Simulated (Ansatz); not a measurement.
Property card for AgC₆

AgC6:
```
AgC6
1.0
    4.23524     0.00000     0.00000
   -2.11762     3.66782     0.00000
    0.00000     0.00000     5.97147
C Ag
6 1
Direct
  0.33348   0.33348   0.00000
  0.66652   0.00000   0.00000
  0.00000   0.66652   0.00000
  0.33348   0.00000   0.00000
  0.66652   0.66652   0.00000
  0.00000   0.33348   0.00000
  0.00000   0.00000   0.50000
```

Space group P6/mmm (No. 191); conventional cell a = b = 4.2352 Å, c = 5.9715 Å, α = β = 90.00°, γ = 120.00°.

Method: r²SCAN+D4 (plane waves, PAW; program Ansatz). Geometry: relaxed at this level of theory. Other levels are named where they apply.

### Cell and energy

- Volume per atom: 13.25 Å³
- Density: 3.22 g/cm³
- Formation energy from the elements (no fitted shifts): 327 meV/atom

### Electronic structure

- Electronic character = metallic (no gap)
- Density of states at the Fermi level = 0.13 states/eV per atom (mean over ±0.08 eV)
- Gap with spin–orbit coupling = none (metallic)

The cell is a constructed one: a structure type filled with these elements; neither database checked (COD, Materials Project) lists it. Its standing as an ambient phase is unchecked. Symmetry was held in the r²SCAN+D4 relaxation; whether a distortion lowers the energy is not shown. The run is not spin-polarised. The references are the lowest solids computed at this level, not always the standard phases. Scalar-relativistic: spin–orbit coupling is off unless named, which matters more the heavier the elements.

Potentials: the later of the program's two PAW sets.
